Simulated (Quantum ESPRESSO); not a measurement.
# W4Pt2RuHf: finding a planted mistake in a log

Computed values, not a measurement. The program is pw.x of Quantum ESPRESSO 7.5 (plane-wave density functional theory). The cell is made up: eight metal atoms on a hexagonal close-packed lattice, with elements, volume, strain and displacements drawn at random and not relaxed, so it may be unstable or far from any real phase. PseudoDojo standard norm-conserving files set the functional (PBE unless stated); there is no spin polarisation or spin-orbit coupling, the Fermi-Dirac width of 0.25 eV means electrons at about 2900 K, and the masses in the input are unused placeholders. Heavy elements are run without spin-orbit coupling, which real alloys of them have. A spin test at this wide smearing found no moment, but such smearing suppresses magnetism that the real alloy may have.

Intended input:

```
&control calculation='scf', pseudo_dir='./dojo.nc.sr.pbe.v0_5.standard.upf', outdir='./o', disk_io='minimal', tprnfor=.true., tstress=.true. /
&system ibrav=0, nat=8, ntyp=4, nbnd=78, ecutwfc=84.00895049, nosym=.true., tot_charge=0,
 occupations='smearing', smearing='fd', degauss=0.0183746611
/
&electrons conv_thr=1.470e-08, electron_maxstep=70, mixing_beta=0.5 /
ATOMIC_SPECIES
Hf 1.0 Hf.upf
Pt 1.0 Pt.upf
Ru 1.0 Ru.upf
W 1.0 W.upf
CELL_PARAMETERS angstrom
-2.8956 -0.0086 -0.0117
-0.0035 4.9518 -4.4181
-0.0331 -4.9847 -4.4546
ATOMIC_POSITIONS angstrom
W -0.0556 0.0059 -0.0102
W -0.0026 1.6039 -2.183
Pt -0.0444 0.0133 -4.439
Pt -0.066 1.6067 -6.6665
Ru -1.4402 -0.835 -2.2087
Hf -1.4961 -2.5616 -4.4296
W -1.4194 -0.8776 -6.6877
W -1.5277 2.4617 -4.4066
K_POINTS automatic
8 4 4 1 1 1
```

The log is shortened where brackets say so; the opening notice, blank lines, dates and the lines on written files are dropped, and the path of the files is cut. It prints rydbergs, bohrs and kilobars, and counts compression as positive stress. Its total energy is the free energy E - TS of the whole cell.

Log of the intended run:

```
     Program PWSCF v.7.5
     Parallel version (MPI & OpenMP), running on       4 processor cores
     Number of MPI processes:                 4
     Threads/MPI process:                     1
     [start-up lines left out]
     bravais-lattice index     =            0
     lattice parameter (alat)  =       5.4720  a.u.
     unit-cell volume          =     861.3456 (a.u.)^3
     number of atoms/cell      =            8
     number of atomic types    =            4
     number of electrons       =       120.00
     number of Kohn-Sham states=           78
     kinetic-energy cutoff     =      84.0090  Ry
     charge density cutoff     =     336.0358  Ry
     scf convergence threshold =      1.5E-08
     mixing beta               =       0.5000
     number of iterations used =            8  plain     mixing
     Exchange-correlation= PBE
                           (   1   4   3   4   0   0   0)
     [axes and pseudopotential details left out]
   Cartesian axes
     site n.     atom                  positions (alat units)
         1        W      tau(   1) = (  -0.0192013   0.0020375  -0.0035225  )
         2        W      tau(   2) = (  -0.0008979   0.5539024  -0.7538930  )
         3        Pt     tau(   3) = (  -0.0153334   0.0045931  -1.5329963  )
         4        Pt     tau(   4) = (  -0.0227929   0.5548694  -2.3022573  )
         5        Ru     tau(   5) = (  -0.4973691  -0.2883649  -0.7627684  )
         6        Hf     tau(   6) = (  -0.5166740  -0.8846415  -1.5297501  )
         7        W      tau(   7) = (  -0.4901859  -0.3030767  -2.3095786  )
         8        W      tau(   8) = (  -0.5275870   0.8501413  -1.5218071  )
     number of k points=    64  Fermi-Dirac smearing, width (Ry)=  0.0184
                       cart. coord. in units 2pi/alat
        k(    1) = (  -0.0621736   0.0004840  -0.0813337), wk =   0.0312500
        k(    2) = (  -0.0616295  -0.0720725  -0.1626553), wk =   0.0312500
     [further k points left out]
     Dense  grid:    89525 G-vectors     FFT dimensions: (  32,  75,  75)
     Estimated max dynamical RAM per process >     394.60 MB
     Estimated total dynamical RAM >       1.48 GB
     Initial potential from superposition of free atoms
     starting charge     119.9950, renormalised to     120.0000
     Starting wfcs are   80 randomized atomic wfcs
     total cpu time spent up to now is       12.9 secs
     per-process dynamical memory:   315.1 Mb
     Self-consistent Calculation
     iteration #  1     ecut=    84.01 Ry     beta= 0.50
     Davidson diagonalization with overlap
     ethr =  1.00E-02,  avg # of iterations =  3.7
     total cpu time spent up to now is       51.6 secs
     total energy              =   -1440.38418981 Ry
     estimated scf accuracy    <       6.10184727 Ry
     iteration #  2     ecut=    84.01 Ry     beta= 0.50
     Davidson diagonalization with overlap
     ethr =  5.08E-03,  avg # of iterations =  3.2
     total cpu time spent up to now is       90.1 secs
     total energy              =   -1439.64432961 Ry
     estimated scf accuracy    <      62.71151324 Ry
     [iterations 3 to 20 left out]
     iteration # 21     ecut=    84.01 Ry     beta= 0.50
     Davidson diagonalization with overlap
     ethr =  2.20E-11,  avg # of iterations =  2.1
     total cpu time spent up to now is      652.4 secs
     total energy              =   -1444.20777723 Ry
     estimated scf accuracy    <       0.00000002 Ry
     iteration # 22     ecut=    84.01 Ry     beta= 0.50
     Davidson diagonalization with overlap
     ethr =  1.88E-11,  avg # of iterations =  1.1
     total cpu time spent up to now is      681.3 secs
     End of self-consistent calculation
     [lines on levels left out]
!    total energy              =   -1444.20777723 Ry
     estimated scf accuracy    <          3.9E-09 Ry
     smearing contrib. (-TS)   =      -0.11769460 Ry
     internal energy E=F+TS    =   -1444.09008263 Ry
     The total energy is F=E-TS. E is the sum of the following terms:
     one-electron contribution =    -257.50719771 Ry
     hartree contribution      =     201.81838579 Ry
     xc contribution           =    -290.55578382 Ry
     ewald contribution        =   -1097.84548689 Ry
     convergence has been achieved in  22 iterations
     Forces acting on atoms (cartesian axes, Ry/au):
     atom    1 type  4   force =    -0.00223087   -0.07059707   -0.02332406
     atom    2 type  4   force =     0.00022302   -0.03924511   -0.07465473
     atom    3 type  2   force =     0.00495981   -0.01003409    0.00081206
     atom    4 type  2   force =     0.00662456    0.00921313    0.03866785
     atom    5 type  3   force =    -0.00726294    0.01118594    0.04290840
     atom    6 type  1   force =    -0.00487493    0.06732998    0.06289086
     atom    7 type  4   force =     0.00441990    0.02707735   -0.00806027
     atom    8 type  4   force =    -0.00185855    0.00506986   -0.03924011
     Total force =     0.165271     Total SCF correction =     0.000293
     Computing stress (Cartesian axis) and pressure
          total   stress  (Ry/bohr**3)                   (kbar)     P=       71.80
   0.00006057   0.00007908   0.00002478            8.91       11.63        3.65
   0.00007908   0.00032799   0.00009918           11.63       48.25       14.59
   0.00002478   0.00009918   0.00107565            3.65       14.59      158.23
     init_run     :     11.54s CPU     11.97s WALL (       1 calls)
     electrons    :    656.79s CPU    668.47s WALL (       1 calls)
     forces       :      5.48s CPU      5.50s WALL (       1 calls)
     stress       :     16.59s CPU     16.95s WALL (       1 calls)
     [timing details left out]
     PWSCF        :  11m31.34s CPU  11m43.86s WALL
     JOB DONE.
```

A second run was made from an input with one planted mistake. Its log:

```
     Program PWSCF v.7.5
     Parallel version (MPI & OpenMP), running on       4 processor cores
     Number of MPI processes:                 4
     Threads/MPI process:                     1
     [start-up lines left out]
     bravais-lattice index     =            0
     lattice parameter (alat)  =       5.4720  a.u.
     unit-cell volume          =     861.3456 (a.u.)^3
     number of atoms/cell      =            8
     number of atomic types    =            4
     number of electrons       =       120.00
     number of Kohn-Sham states=           78
     kinetic-energy cutoff     =      84.0090  Ry
     charge density cutoff     =     336.0358  Ry
     scf convergence threshold =      1.5E-08
     mixing beta               =       0.5000
     number of iterations used =            8  plain     mixing
     Exchange-correlation= PBE
                           (   1   4   3   4   0   0   0)
     [axes and pseudopotential details left out]
   Cartesian axes
     site n.     atom                  positions (alat units)
         1        W      tau(   1) = (  -0.0192013   0.0020375  -0.0035225  )
         2        W      tau(   2) = (  -0.0008979   0.5539024  -0.7538930  )
         3        Pt     tau(   3) = (  -0.0153334   0.0045931  -1.5329963  )
         4        Pt     tau(   4) = (  -0.0227929   0.5548694  -2.3022573  )
         5        Ru     tau(   5) = (  -0.4973691  -0.2883649  -0.7627684  )
         6        W      tau(   6) = (  -0.5166740  -0.8846415  -1.5297501  )
         7        Hf     tau(   7) = (  -0.4901859  -0.3030767  -2.3095786  )
         8        W      tau(   8) = (  -0.5275870   0.8501413  -1.5218071  )
     number of k points=    64  Fermi-Dirac smearing, width (Ry)=  0.0184
                       cart. coord. in units 2pi/alat
        k(    1) = (  -0.0621736   0.0004840  -0.0813337), wk =   0.0312500
        k(    2) = (  -0.0616295  -0.0720725  -0.1626553), wk =   0.0312500
     [further k points left out]
     Dense  grid:    89525 G-vectors     FFT dimensions: (  32,  75,  75)
     Estimated max dynamical RAM per process >     394.60 MB
     Estimated total dynamical RAM >       1.48 GB
     Initial potential from superposition of free atoms
     starting charge     119.9950, renormalised to     120.0000
     Starting wfcs are   80 randomized atomic wfcs
     total cpu time spent up to now is       16.6 secs
     per-process dynamical memory:   315.1 Mb
     Self-consistent Calculation
     iteration #  1     ecut=    84.01 Ry     beta= 0.50
     Davidson diagonalization with overlap
     ethr =  1.00E-02,  avg # of iterations =  3.6
     total cpu time spent up to now is       56.0 secs
     total energy              =   -1440.05179392 Ry
     estimated scf accuracy    <       6.56384182 Ry
     iteration #  2     ecut=    84.01 Ry     beta= 0.50
     Davidson diagonalization with overlap
     ethr =  5.47E-03,  avg # of iterations =  3.4
     total cpu time spent up to now is       99.9 secs
     total energy              =   -1439.60014233 Ry
     estimated scf accuracy    <      64.94801851 Ry
     [iterations 3 to 20 left out]
     iteration # 21     ecut=    84.01 Ry     beta= 0.50
     Davidson diagonalization with overlap
     ethr =  4.14E-11,  avg # of iterations =  2.1
     total cpu time spent up to now is      668.3 secs
     total energy              =   -1444.19346130 Ry
     estimated scf accuracy    <       0.00000021 Ry
     iteration # 22     ecut=    84.01 Ry     beta= 0.50
     Davidson diagonalization with overlap
     ethr =  4.14E-11,  avg # of iterations =  2.0
     total cpu time spent up to now is      696.8 secs
     End of self-consistent calculation
     [lines on levels left out]
!    total energy              =   -1444.19346132 Ry
     estimated scf accuracy    <          1.9E-09 Ry
     smearing contrib. (-TS)   =      -0.11883340 Ry
     internal energy E=F+TS    =   -1444.07462792 Ry
     The total energy is F=E-TS. E is the sum of the following terms:
     one-electron contribution =    -258.95892500 Ry
     hartree contribution      =     202.52003947 Ry
     xc contribution           =    -290.54873791 Ry
     ewald contribution        =   -1097.08700448 Ry
     convergence has been achieved in  22 iterations
     Forces acting on atoms (cartesian axes, Ry/au):
     atom    1 type  4   force =     0.00954266   -0.00620335   -0.08182507
     atom    2 type  4   force =     0.00450751   -0.07874348    0.00005725
     atom    3 type  2   force =     0.00487842   -0.02444085    0.02673701
     atom    4 type  2   force =     0.00756730    0.03765385    0.01304917
     atom    5 type  3   force =    -0.01236200    0.01166787    0.02173386
     atom    6 type  4   force =    -0.00097529    0.02857593    0.04378401
     atom    7 type  1   force =    -0.00252206    0.04684650    0.05664861
     atom    8 type  4   force =    -0.01063653   -0.01535646   -0.08018484
     Total force =     0.178078     Total SCF correction =     0.000292
     Computing stress (Cartesian axis) and pressure
          total   stress  (Ry/bohr**3)                   (kbar)     P=       72.98
   0.00004271   0.00010894   0.00002895            6.28       16.03        4.26
   0.00010894   0.00034281   0.00006387           16.03       50.43        9.40
   0.00002895   0.00006387   0.00110282            4.26        9.40      162.23
     init_run     :     15.69s CPU     16.24s WALL (       1 calls)
     electrons    :    667.23s CPU    680.31s WALL (       1 calls)
     forces       :      7.16s CPU      7.20s WALL (       1 calls)
     stress       :     17.16s CPU     17.54s WALL (       1 calls)
     [timing details left out]
     PWSCF        :  11m47.58s CPU  12m 1.66s WALL
     JOB DONE.
```

Question: the log repeats what the program read. Compare it with the intended run: what was wrong in the second input?

Answer: two atoms have their elements exchanged. The input lines that differ:

```
- Hf -1.4961 -2.5616 -4.4296
- W -1.4194 -0.8776 -6.6877
+ W -1.4961 -2.5616 -4.4296
+ Hf -1.4194 -0.8776 -6.6877
```

|  | intended run | run with the mistake |
| --- | --- | --- |
| free energy (eV) | -19649.448 | -19649.253 |
| entropy term -TS, part of it (eV) | -1.601 | -1.617 |
| pressure (GPa) | 7.18 | 7.30 |
| size of the largest force component (eV/Å) | 1.919 | 2.104 |
| largest change of a force component (eV/Å) |  | 1.921 |
| iterations | 22 | 22 |

For scale, a rerun of the intended cell at a higher cutoff and on a denser mesh moved values by no more than 0.005 eV in energy, 0.18 GPa in stress and 0.015 eV/Å in force, and a second program with other atomic files agreed on that cell to 2 % rms in force and 0.5 GPa in pressure.